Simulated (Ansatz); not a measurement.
Si$_{3}$Ge:
```yaml
crystal:
  lattice:
    - [3.88113, 0.00000, 0.00000]
    - [0.00000, 3.88113, 0.00000]
    - [0.00000, 0.00000, 5.47823]
  atoms:
    - { symbol: Si, position: [0.50000, 0.00000, 0.75517] }
    - { symbol: Si, position: [0.00000, 0.00000, 0.00000] }
    - { symbol: Si, position: [0.00000, 0.50000, 0.24483] }
    - { symbol: Ge, position: [0.50000, 0.50000, 0.50000] }
```

Relaxed with PBEsol. Special points in fractions of this cell's reciprocal vectors: Γ (0.000, 0.000, 0.000); X (0.000, 0.500, 0.000); M (0.500, 0.500, 0.000); Z (0.000, 0.000, 0.500); R (0.000, 0.500, 0.500); A (0.500, 0.500, 0.500).

Q: List the band energies nearest the valence-band maximum at these points for plane-wave PAW PBEsol (Ansatz code).

A: In eV from the valence-band maximum; about four levels below and three above (degenerate sets whole), none deeper than 8.9 eV; points with the same levels are listed once.

```
k                        below           above
-  ---------------------------  --------------
Γ  -2.96 -2.96 -0.05 0.00 0.00  0.52 0.71 2.47
X      -3.87 -3.80 -1.53 -1.28  2.10 2.47 4.60
M      -2.99 -2.94 -2.94 -2.89  0.25 0.70 0.70
Z      -2.09 -2.09 -1.84 -1.84  0.82 1.14 3.00
R      -1.44 -1.28 -1.24 -1.12  0.90 1.36 3.17
A      -3.96 -3.95 -3.95 -3.86  4.11 4.29 4.29
```

Space group P-4m2. The start of the workflow was typed in or built on a structure type; neither database checked (COD, Materials Project) lists it. Its standing as an ambient phase is unchecked. Symmetry was held in the PBEsol relaxation; its stability against distortions is not shown here. Scalar-relativistic: spin–orbit coupling is off unless named, which matters more the heavier the elements.

Potentials: the earlier of the program's two PAW sets. The files were generated under PBE; for other functionals the program regenerates the frozen cores, and for LDA and PBEsol the local potential too.
